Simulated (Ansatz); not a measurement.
# Ansatz 0.2.0, single run: Cu2SnRhS4

input.yaml:

```yaml
crystal:
  lattice:
    - [0.0, 5.354895, 0.0]
    - [5.354895, 0.0, 0.0]
    - [2.677447, 2.677447, -5.353803]
  atoms:
    - { symbol: Sn, position: [0.5, 0.5, 0.0] }
    - { symbol: Rh, position: [0.0, 0.0, 0.0] }
    - { symbol: S, position: [0.3753, 0.3753, 0.7336] }
    - { symbol: S, position: [0.6247, 0.1089, 0.2664] }
    - { symbol: S, position: [0.8911, 0.8911, 0.7336] }
    - { symbol: S, position: [0.1089, 0.6247, 0.2664] }
    - { symbol: Cu, position: [0.75, 0.25, 0.5] }
    - { symbol: Cu, position: [0.25, 0.75, 0.5] }
  symmetry: { tolerance: 0.0003 }
kpoints:
  mp_grid: { grid: [4, 4, 4], shift: [0, 0, 0] }
magnetization:
  spin_polarized: false
scf:
  occupations: { method: fermi_dirac }
  initial_density: { chi_scale: 0.3 }
hamiltonian:
  pseudopotentials: { kind: paw }
  xc: pbe
basis:
  ecutwfc: 420
output:
  forces: true
  stress: true
  eigenvalues: true
```

Run with:

```bash
ansatz run input.yaml --threads 1 --pin off --max-ram 2560MiB --backend cpu --events-out ev --progress --plain --runs-dir out
```

Origin of the cell: a known structure type with other elements, at an estimated volume, so it need not be a known compound.

The smearing width isn't typed, so it takes its default of 0.1 eV.

Output (shortened):

```
Pseudopotentials: kind: paw
Pseudopotential: Sn, paw, valence charge 14, recommended cutoff 420 eV (normal), Sn.paw.azcp
Pseudopotential: Rh, paw, valence charge 17, recommended cutoff 420 eV (normal), Rh.paw.azcp
Pseudopotential: S, paw, valence charge 6, recommended cutoff 420 eV (normal), S.paw.azcp
Pseudopotential: Cu, paw, valence charge 19, recommended cutoff 420 eV (normal), Cu.paw.azcp
Functional definition: PBE
  exchange = pbe_x(kappa = kappa, mu = beta*pi^2/3)
  correlation = pbe_c(beta = beta)
Crystal: 8 atoms, lattice volume = 153.520 Å³
Basis set: ecut = 420 eV, 2977 PW (Γ), exchange–correlation on 72×72×90 points (8 copies of the dense FFT grid, shifted against one another)
Bands: 56, of which v1, the nominal top of the filled ones, is band 47 counted from 1 (46 counted from 0)
Symmetry: 8 space group operations
[… 10 lines left out …]
Initial density: superposition of atomic densities (chi_scale 0.3, normalization cell, long waves kept (reshape's long-wave potential 0.07 eV rms))
Functional: x = pbe(κ = 0.804, μ = 0.219515), c = pbe(β = 0.066725)
SCF iter   1: F=—  HF=-29299.974775 eV  Δρ=1.85e-1  dr2=9.84e1
SCF iter   2: F=—  HF=-29291.019169 eV  Δρ=9.00e-2  dr2=2.00e1  defer=2
SCF iter   3: F=—  HF=-29288.087568 eV  Δρ=4.21e-2  dr2=7.92e0  defer=11
SCF iter   4: F=—  HF=-29287.485702 eV  Δρ=4.44e-2  dr2=1.66e0  defer=19
SCF iter   5: F=—  HF=-29287.448763 eV  Δρ=1.63e-2  dr2=5.55e-1  defer=22
SCF iter   6: F=—  HF=-29287.397126 eV  Δρ=9.19e-3  dr2=1.61e-1  defer=22
SCF iter   7: F=—  HF=-29287.388094 eV  Δρ=4.45e-3  dr2=3.29e-2  defer=22
SCF iter   8: F=—  HF=-29287.385565 eV  Δρ=1.02e-3  dr2=1.45e-3  defer=22
SCF iter   9: F=—  HF=-29287.385660 eV  Δρ=2.39e-4  dr2=1.41e-4  defer=22
SCF iter  10: F=—  HF=-29287.385682 eV  Δρ=1.04e-4  dr2=2.04e-5  defer=22
SCF iter  11: F=—  HF=-29287.385652 eV  Δρ=1.98e-5  dr2=1.34e-6  defer=22
SCF iter  12: F=—  HF=-29287.385652 eV  Δρ=8.65e-6  dr2=1.65e-7  defer=22
SCF iter  13: F=-29287.385652 eV  HF=-29287.385652 eV  Δρ=4.41e-6  dr2=3.22e-8
SCF 1 converged in 13 iterations: F = -29287.385652 eV  dr2 = 3.22e-8
SCF converged after 13 iterations
Free energy (F): -29287.385652 eV
Harris-Foulkes:  -29287.385652 eV  (|F-HF|=1.89e-8)
Internal energy: -29287.194077 eV  (E = F + TS)
E sigma→0 (E₀):  -29287.289865 eV
Entropy (-TS):   -0.191575 eV (-23.947 meV/atom)
Fermi energy:    9.719261 eV
--- Per-component energies (eV) ---
  E_band       = -1328.471330
  E_kinetic    = 1792.165963
  E_local      = -15241.717168  (includes V_loc(G=0)·N_el)
  E_nonlocal   = 1226.415925
  E_hartree    = 6706.712909
  E_xc         = -1170.272844
  E_vxc        = -953.575204  (∫ρ·V_xc dr)
  E_paw        = -13459.576661  (= ΣΔE_a)
  E_vpaw       = -1565.206895  (= ΣTr[D̂ρ^β])
  E_aug_tail   = 0.001419  (compensation charges beyond the density's cutoff)
  E_ewald      = -9140.923621
  E_smearing   = -0.191575  (= −TS)
  Σ components = -29287.385652   (vs F -29287.385652, Δ=0.00e0)
--- Forces (eV/Å), atoms counted from 1 ---
  atom   1  Sn     0.000000     0.000000     0.000000
  atom   2  Rh    -0.000000     0.000000     0.000000
  atom   3  S     -0.513022    -0.513022     0.285066
  atom   4  S     -0.513022     0.513022    -0.285066
  atom   5  S      0.513022     0.513022     0.285066
  atom   6  S      0.513022    -0.513022    -0.285066
  atom   7  Cu     0.000000     0.000000    -0.000000
  atom   8  Cu     0.000000     0.000000     0.000000
  max |Σ_I F_I| component: 3.04e-16 eV/Å
--- Stress (GPa, compression-positive) ---
        4.276292      -0.000000      -0.000000
       -0.000000       4.276292      -0.000000
       -0.000000      -0.000000       4.267406
  P = ⅓ Tr σ = 4.2733 GPa (42.733 kbar)
```

Caveats: no moments, though an odd count or open d shells may carry them; the k mesh is coarse if the cell is a metal.

Time: 12 s on 1 thread of Intel(R) Xeon(R) Platinum 8488C (Sapphire Rapids), with other jobs on the host, peak memory 0.46 GiB, from the program's own first density.
